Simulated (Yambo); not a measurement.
CsAsF$_{6}$ (space group R-3, No. 148), G0W0@PBEsol (Yambo, plasmon pole, terminator in G, 2×2×2 mesh): gap Γ → Γ in eV by bands and screening block.

```
bands (W and G)   2 Ry   3 Ry   5 Ry   6 Ry   8 Ry
---------------  -----  -----  -----  -----  -----
66               11.84    ___  10.89  10.83  10.77
100              11.48  10.94  10.50    ___  10.37
144              11.36  10.80  10.36  10.30  10.24
201                ___  10.74  10.29  10.23  10.17
258              11.28  10.71  10.25  10.19  10.13
```

Task: Estimate the withheld gaps from their neighbours; the computed values follow.

Result: 
- 66, 3 Ry: 11.32
- 100, 6 Ry: 10.44
- 201, 2 Ry: 11.30

The largest settings aren't shown to be the converged limit.

The standard potential for As keeps a d shell in the valence without the s and p states of that shell. In tests on such compounds this moved G0W0 gaps by up to about 0.9 eV, so absolute quasiparticle energies here are unreliable; differences between settings are what counts.

Spin-orbit coupling is not included.

Geometry of the Materials Project entry, not relaxed at this level; primitive cell a = b = c = 5.167 Å, α = β = γ = 96.53°.

The structure is a Materials Project entry; no match was found in the copy of COD used, and its stability was not checked.
